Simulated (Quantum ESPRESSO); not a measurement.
Au4Mg2TaMo, input and log of a self-consistent run

Computed values, not a measurement. The program is pw.x of Quantum ESPRESSO 7.5 (plane-wave density functional theory). The cell is made up: eight metal atoms on a hexagonal close-packed lattice, with elements, volume, strain and displacements drawn at random and not relaxed, so it may be unstable or far from any real phase. PseudoDojo standard norm-conserving files set the functional (PBE unless stated); there is no spin polarisation or spin-orbit coupling, the Fermi-Dirac width of 0.25 eV means electrons at about 2900 K, and the masses in the input are unused placeholders. Heavy elements are run without spin-orbit coupling, which real alloys of them have. A spin test at this wide smearing found no moment, but such smearing suppresses magnetism that the real alloy may have.

Input:

```
&control calculation='scf', pseudo_dir='./dojo.nc.sr.pbe.v0_5.standard.upf', outdir='./o', disk_io='minimal', tprnfor=.true., tstress=.true. /
&system ibrav=0, nat=8, ntyp=4, nbnd=72, ecutwfc=84.00895049, nosym=.true., tot_charge=0,
 occupations='smearing', smearing='fd', degauss=0.0183746611
/
&electrons conv_thr=1.470e-08, electron_maxstep=70, mixing_beta=0.5 /
ATOMIC_SPECIES
Au 1.0 Au.upf
Mg 1.0 Mg.upf
Mo 1.0 Mo.upf
Ta 1.0 Ta.upf
CELL_PARAMETERS angstrom
-2.9585 0.0169 -0.025
-0.0293 5.1114 -0.0234
1.4132 -2.5207 -9.4338
ATOMIC_POSITIONS angstrom
Au -0.0484 -0.0919 -0.0105
Mg -0.0279 1.7445 -2.3976
Ta -0.1756 -0.0114 -4.7047
Au 0.0269 1.6844 -7.1855
Mo -1.4574 2.5888 -0.0646
Mg -1.6132 4.3732 -2.4217
Au -1.6061 2.5382 -4.7831
Au -1.5697 -0.9292 -7.175
K_POINTS automatic
8 5 3 1 1 1
```

The log is shortened where brackets say so; the opening notice, blank lines, dates and the lines on written files are dropped, and the path of the files is cut. It prints rydbergs, bohrs and kilobars, and counts compression as positive stress. Its total energy is the free energy E - TS of the whole cell.

```
     Program PWSCF v.7.5
     Parallel version (MPI & OpenMP), running on       4 processor cores
     Number of MPI processes:                 4
     Threads/MPI process:                     1
     [start-up lines left out]
     bravais-lattice index     =            0
     lattice parameter (alat)  =       5.5910  a.u.
     unit-cell volume          =     965.0568 (a.u.)^3
     number of atoms/cell      =            8
     number of atomic types    =            4
     number of electrons       =       123.00
     number of Kohn-Sham states=           72
     kinetic-energy cutoff     =      84.0090  Ry
     charge density cutoff     =     336.0358  Ry
     scf convergence threshold =      1.5E-08
     mixing beta               =       0.5000
     number of iterations used =            8  plain     mixing
     Exchange-correlation= PBE
                           (   1   4   3   4   0   0   0)
     [axes and pseudopotential details left out]
   Cartesian axes
     site n.     atom                  positions (alat units)
         1        Au     tau(   1) = (  -0.0163588  -0.0310614  -0.0035489  )
         2        Mg     tau(   2) = (  -0.0094300   0.5896262  -0.8103685  )
         3        Ta     tau(   3) = (  -0.0593513  -0.0038531  -1.5901488  )
         4        Au     tau(   4) = (   0.0090920   0.5693130  -2.4286382  )
         5        Mo     tau(   5) = (  -0.4925889   0.8749925  -0.0218343  )
         6        Mg     tau(   6) = (  -0.5452480   1.4781046  -0.8185141  )
         7        Au     tau(   7) = (  -0.5428482   0.8578901  -1.6166474  )
         8        Au     tau(   8) = (  -0.5305453  -0.3140617  -2.4250893  )
     number of k points=    60  Fermi-Dirac smearing, width (Ry)=  0.0184
                       cart. coord. in units 2pi/alat
        k(    1) = (  -0.0615279   0.0571793  -0.0767657), wk =   0.0333333
        k(    2) = (  -0.0632850   0.0581241   0.1318005), wk =   0.0333333
     [further k points left out]
     Dense  grid:   100433 G-vectors     FFT dimensions: (  36,  60, 120)
     Estimated max dynamical RAM per process >     391.51 MB
     Estimated total dynamical RAM >       1.46 GB
     Initial potential from superposition of free atoms
     starting charge     122.9956, renormalised to     123.0000
     Starting wfcs are   70 randomized atomic wfcs +    2 random wfcs
     total cpu time spent up to now is       13.1 secs
     per-process dynamical memory:   314.3 Mb
     Self-consistent Calculation
     iteration #  1     ecut=    84.01 Ry     beta= 0.50
     Davidson diagonalization with overlap
     ethr =  1.00E-02,  avg # of iterations =  3.0
     total cpu time spent up to now is       47.9 secs
     total energy              =   -1692.33619387 Ry
     estimated scf accuracy    <       2.75654040 Ry
     iteration #  2     ecut=    84.01 Ry     beta= 0.50
     Davidson diagonalization with overlap
     ethr =  2.24E-03,  avg # of iterations =  5.2
     total cpu time spent up to now is       78.6 secs
     total energy              =   -1691.13588348 Ry
     estimated scf accuracy    <      38.30597112 Ry
     iteration #  3     ecut=    84.01 Ry     beta= 0.50
     Davidson diagonalization with overlap
     ethr =  2.24E-03,  avg # of iterations =  5.5
     total cpu time spent up to now is      110.1 secs
     total energy              =   -1693.03633460 Ry
     estimated scf accuracy    <      12.59773436 Ry
     iteration #  4     ecut=    84.01 Ry     beta= 0.50
     Davidson diagonalization with overlap
     ethr =  2.24E-03,  avg # of iterations =  2.8
     total cpu time spent up to now is      136.0 secs
     total energy              =   -1693.76626532 Ry
     estimated scf accuracy    <       2.08389443 Ry
     iteration #  5     ecut=    84.01 Ry     beta= 0.50
     Davidson diagonalization with overlap
     ethr =  1.69E-03,  avg # of iterations =  2.0
     total cpu time spent up to now is      162.5 secs
     total energy              =   -1693.87672211 Ry
     estimated scf accuracy    <       0.06703274 Ry
     [iterations 6 to 11 left out]
     iteration # 12     ecut=    84.01 Ry     beta= 0.50
     Davidson diagonalization with overlap
     ethr =  1.11E-09,  avg # of iterations =  2.8
     total cpu time spent up to now is      335.2 secs
     total energy              =   -1693.88718561 Ry
     estimated scf accuracy    <       0.00000028 Ry
     iteration # 13     ecut=    84.01 Ry     beta= 0.50
     Davidson diagonalization with overlap
     ethr =  2.31E-10,  avg # of iterations =  2.0
     total cpu time spent up to now is      357.3 secs
     total energy              =   -1693.88718563 Ry
     estimated scf accuracy    <       0.00000007 Ry
     iteration # 14     ecut=    84.01 Ry     beta= 0.50
     Davidson diagonalization with overlap
     ethr =  5.81E-11,  avg # of iterations =  2.0
     total cpu time spent up to now is      382.0 secs
     total energy              =   -1693.88718563 Ry
     estimated scf accuracy    <       0.00000019 Ry
     iteration # 15     ecut=    84.01 Ry     beta= 0.50
     Davidson diagonalization with overlap
     ethr =  5.81E-11,  avg # of iterations =  2.0
     total cpu time spent up to now is      404.5 secs
     total energy              =   -1693.88718564 Ry
     estimated scf accuracy    <       0.00000002 Ry
     iteration # 16     ecut=    84.01 Ry     beta= 0.50
     Davidson diagonalization with overlap
     ethr =  1.62E-11,  avg # of iterations =  2.0
     total cpu time spent up to now is      426.5 secs
     End of self-consistent calculation
     [lines on levels left out]
!    total energy              =   -1693.88718564 Ry
     estimated scf accuracy    <          1.5E-09 Ry
     smearing contrib. (-TS)   =      -0.09065116 Ry
     internal energy E=F+TS    =   -1693.79653447 Ry
     The total energy is F=E-TS. E is the sum of the following terms:
     one-electron contribution =    -717.15288941 Ry
     hartree contribution      =     404.13374063 Ry
     xc contribution           =    -290.23095184 Ry
     ewald contribution        =   -1090.54643385 Ry
     convergence has been achieved in  16 iterations
     Forces acting on atoms (cartesian axes, Ry/au):
     atom    1 type  1   force =     0.01170600    0.02248315   -0.04450340
     atom    2 type  2   force =    -0.00162025    0.01355563    0.00411185
     atom    3 type  4   force =     0.00884500    0.00328758   -0.08253578
     atom    4 type  1   force =    -0.01597370   -0.03241909    0.02839906
     atom    5 type  3   force =    -0.00735323   -0.02080982    0.02117626
     atom    6 type  2   force =    -0.00193062   -0.02019602    0.03722052
     atom    7 type  1   force =     0.00118990    0.00251035    0.02486376
     atom    8 type  1   force =     0.00513691    0.03158822    0.01126772
     Total force =     0.127866     Total SCF correction =     0.000253
     Computing stress (Cartesian axis) and pressure
          total   stress  (Ry/bohr**3)                   (kbar)     P=        6.22
  -0.00028839   0.00007942  -0.00005581          -42.42       11.68       -8.21
   0.00007942   0.00013435   0.00002527           11.68       19.76        3.72
  -0.00005581   0.00002527   0.00028088           -8.21        3.72       41.32
     init_run     :     12.43s CPU     12.87s WALL (       1 calls)
     electrons    :    404.89s CPU    413.52s WALL (       1 calls)
     forces       :      3.12s CPU      3.15s WALL (       1 calls)
     stress       :     11.92s CPU     11.92s WALL (       1 calls)
     [timing details left out]
     PWSCF        :   7m12.55s CPU   7m21.77s WALL
     JOB DONE.
```

In other units: free energy -23046.509 eV for the cell, pressure 0.62 GPa, largest force component 2.122 eV/Å in size. The run took 444 s of wall time with four MPI processes on a shared machine (Intel Xeon, older, virtual cores), so the time is rough. A rerun of this cell at a higher cutoff and on a denser mesh moved values by no more than 0.004 eV in energy, 0.14 GPa in stress and 0.004 eV/Å in force, and a second program with other atomic files agreed on that cell to 2 % rms in force and 0.5 GPa in pressure.